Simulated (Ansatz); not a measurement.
Be4H:
```xyz
5
Lattice="2.1820 0.0000 0.0000 -1.0910 1.8896 0.0000 0.0000 0.0000 8.3857" Properties=species:S:1:pos:R:3 pbc="T T T"
Be     0.0000     1.2598     5.6411
Be     1.0910     0.6299     7.4856
Be     0.0000     1.2598     0.9001
Be     1.0910     0.6299     2.7446
H      0.0000     0.0000     4.1928
```

Relaxed with LDA.

Decompose the optical modes at the zone centre into irreducible representations, and say which are infrared and Raman allowed.

Point group -3m: Γ_opt = 2A1g + 2A2u + 2Eg + 2Eu. Infrared: A2u, Eu. Raman: A1g, Eg.

Assign frequencies (DFPT, LDA in the plane-wave PAW code Ansatz).

A2u 711i, Eg 111i, Eu 110i, Eu 307, Eg 405, A1g 408, A2u 435, A1g 618 cm⁻¹.

Space group P-3m1. The start of the workflow was typed in or built on a structure type; neither database checked (COD, Materials Project) lists it. Its standing as an ambient phase is unchecked. The LDA relaxation kept the symmetry of its start. At this level the phase is dynamically unstable (imaginary phonons). Its formation energy is positive at this level, so the cell may be metastable or incomplete. A crystal of weakly bound units computed without a dispersion correction: the cell and the soft elastic constants depend strongly on that. As this level gives no gap, phonon frequencies hold no LO–TO term and depend on the k-mesh and smearing (Fermi–Dirac, 0.1 eV here).

Potentials: the earlier of the program's two PAW sets. The files were generated under PBE; for other functionals the program regenerates the frozen cores, and for LDA and PBEsol the local potential too.
